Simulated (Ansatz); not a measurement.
## HfN: the volume at rest

HfN in the rock-salt structure, starting from this typed cell of 11.62 Å³ an atom.

```
Hf N
1.0
     0.00000    2.26500    2.26500
     2.26500    0.00000    2.26500
     2.26500    2.26500    0.00000
Hf N
1 1
Cartesian
  0.0000 0.0000 0.0000
  2.2650 2.2650 2.2650
```

Method (Ansatz, development build): k mesh 8×8×8; Fermi–Dirac smearing of 0.1 eV; no spin. Cell and atoms are relaxed to zero stress with the symmetry kept and no dispersion correction.

Caveats: coarse k mesh.

Q: What volume results under PBE, and how much do the potentials matter?

A: 
```
functional                                  potentials  cutoff (eV)  volume (Å³/atom)  change (%)
       PBE  all-electron PAW datasets (no frozen core)          460             11.78         1.3
       PBE                        Ansatz hand-made PAW          870             11.78         1.3
       PBE                  PseudoDojo norm-conserving         1143             11.74         1.0
       PBE                      Ansatz norm-conserving         1240             11.78         1.4
```
